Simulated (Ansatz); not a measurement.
Is this B result the lowest state?

We look at B: an isolated atom in a periodic box, with 1 atom per cell.

All numbers below come from DFT, PBE, PAW (an earlier, harder data set), plane waves, scalar-relativistic (Ansatz development build ahead of 0.2.0).

```yaml
crystal:
  lattice:
    - [9.018, 0.0, 0.0]
    - [0.0, 9.1182, 0.0]
    - [0.0, 0.0, 9.2184]
  atoms:
    - { symbol: B, position: [0.5, 0.5, 0.5], spin: 0.8 }
kpoints:
  mp_grid: { grid: [1, 1, 1], shift: [0, 0, 0] }
hamiltonian:
  xc: pbe
  pseudopotentials: { kind: paw }
magnetization:
  spin_polarized: true
scf:
  occupations: { method: fermi_dirac, width: 0.1 }
```

Settings in force: cutoff 710 eV, smearing width 0.1 eV; default search for lower states.

The run converged after 19 iterations in all: magnetic on main-group sites alone, site moments B1 1.00 μB, total 1.00 μB per cell.

Site moments are taken inside atomic spheres and don't add up to the total.

**Question.** Would you trust this as the ground state? If a lower solution is known, describe it.

**Answer.** As far as the runs go, yes: it is the lowest of 2 states reached by 3 converged runs, and the next lies 0.3 meV/atom higher (magnetic on main-group sites alone, site moments B1 1.00 μB, total 1.00 μB per cell (the moments match the lowest state's, so the two differ in another way, such as which orbitals are filled)). The run first closed 18.9 meV/atom higher, and its search went on from there. That doesn't prove a ground state. States within about 5 meV/atom are too close for this mesh, smearing and search to settle their order. Non-collinear arrangements of the spins weren't tried. No run without spin polarisation was made.
